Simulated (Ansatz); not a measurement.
Consider the following.

CdS (rock salt, space group No. 225), a = b = c = 5.4535 Å, α = β = γ = 90.00°; the cell used has 2 atoms.

This is the r²SCAN-relaxed structure.

**Question.** All from plane-wave PAW r²SCAN (Ansatz code), unless another level is named. Estimate the Poisson's ratio.

**Answer.** 0.30.

**Question.** And the elastic constants (relaxed ions, GPa)?

**Answer.** C11 = 137, C12 = 55.2, C44 = 37.3.

Space group Fm-3m (rock salt). This is a known high-pressure phase of the composition, computed here at zero pressure and temperature. The r²SCAN relaxation kept the symmetry of its start; its stability against distortions is not shown here.

Potentials: the later of the program's two PAW sets.
